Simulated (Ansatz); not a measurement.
## Stationary points along a deformation path in K2BrCl

Theory: Ansatz, DFT PBEsol, scalar-relativistic, plane waves, PAW. Cutoff 420 eV, Γ-centred 6×6×6 k-points, Gaussian smearing of 0.05 eV. No spin polarisation. Energies are free energies at this smearing, counted from the undisturbed cell; pressure is positive in compression.

The undisturbed cell (as given, not relaxed at this level; it stands at -0.4 GPa, and it needn't be the usual structure):

```yaml
crystal:
  lattice:
    - [2.28063, 1.31672, 7.46643]
    - [-2.28063, 1.31672, 7.46643]
    - [0.00000, -2.63345, 7.46643]
  atoms:
    - { symbol: K, position: [0.74619, 0.74619, 0.74619] }
    - { symbol: K, position: [0.25381, 0.25381, 0.25381] }
    - { symbol: Br, position: [0.50000, 0.50000, 0.50000] }
    - { symbol: Cl, position: [0.00000, 0.00000, 0.00000] }
```

At fixed volume and fractional coordinates, lengths along (0.000, 0.000, 1.000) are scaled against those across it; ρ is that ratio over its starting value. V = 33.632 Å³/atom. Δσ is the stress along the axis less the mean stress across it (compression positive).

```csv
ρ,ΔE (meV/atom),Δσ (GPa),space group
0.800,30.0,1.57,R-3m
0.850,17.5,1.35,R-3m
0.920,5.2,0.83,R-3m
0.960,1.3,0.45,R-3m
1.000,0.0,0.00,R-3m
1.050,2.1,-0.64,R-3m
1.100,8.5,-1.36,R-3m
1.200,35.0,-3.07,R-3m
1.300,80.3,-5.09,R-3m
```

Task: How does the stress give the slope of the energy, and where is the energy stationary?

Result: Along the path d ln(length) is 2/3 d ln ρ on the axis and −1/3 d ln ρ across it, so dE/d ln ρ = −(2/3) V Δσ: the energy falls with ρ where Δσ is positive. Δσ vanishes or changes sign at ρ = 1.000 (R-3m), a minimum at 0.0 meV/atom. Pairs of stationary points between two samples would go unseen, and could change a minimum read from distant neighbours into a maximum.

Task: Integrate that slope from ρ = 1 to 0.850 by the trapezoid rule.

Result: With V/N in Å³ and 1 eV/Å³ = 160.2 GPa the slopes at ρ = 1.000, 0.960, 0.920, 0.850 are -1, -63, -117, -189 meV/atom per unit of ln ρ. The steps add 1.3 + 3.8 + 12.1 = 17.2 meV/atom, against 17.5 from the energies; the trapezoid rule misses the curvature of the slope within each step.

Forces appear on the atoms along this scan, and letting them relax would lower the energy and soften the response.